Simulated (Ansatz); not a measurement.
Se:
```
Se
1.0
    4.50578     0.00000     0.00000
   -2.25289     3.90212     0.00000
    0.00000     0.00000     4.99121
Se
3
Direct
  0.21710   0.00000   0.16667
  0.00000   0.21710   0.83333
  0.78290   0.78290   0.50000
```

Relaxed with r²SCAN. Special points in fractions of this cell's reciprocal vectors: Γ (0.000, 0.000, 0.000); M (0.500, 0.000, 0.000); K (0.333, 0.333, 0.000); A (0.000, 0.000, 0.500); L (0.500, 0.000, 0.500); H (0.333, 0.333, 0.500).

Task: List the band energies nearest the valence-band maximum at these points for the program Ansatz at the r²SCAN level (PAW).

Result: In eV from the valence-band maximum; about four levels below and three above (degenerate sets whole), none deeper than 8.9 eV; points with the same levels are listed once.

```json
[
 {"k": "Γ", "below": "-3.66 -2.07 -2.07 -0.40", "above": "2.26 2.26 2.58"},
 {"k": "M", "below": "-3.29 -2.73 -1.87 -0.97", "above": "2.31 2.76 4.23"},
 {"k": "K", "below": "-2.71 -2.71 -2.62 -1.40", "above": "3.23 3.23 3.95"},
 {"k": "A", "below": "-3.48 -3.48 -1.45 -1.45 -1.08", "above": "1.56 1.65 1.65"},
 {"k": "L", "below": "-4.22 -1.66 -1.22 0.00", "above": "1.82 2.90 3.29"},
 {"k": "H", "below": "-4.77 -4.77 -0.99 -0.27 -0.27", "above": "1.33 3.07 3.07"}
]
```

Space group P3_221. The workflow started from an entry of the Crystallography Open Database (COD), which files this formula under 4 space groups. It is not the phase usual at ambient conditions (space group No. 152). The r²SCAN relaxation kept the symmetry of its start; whether a distortion lowers the energy is not shown. A crystal of weakly bound chains computed without a dispersion correction: the cell and the soft elastic constants depend strongly on that. Spin–orbit coupling is left out wherever it is not named.

Potentials: the later of the program's two PAW sets.
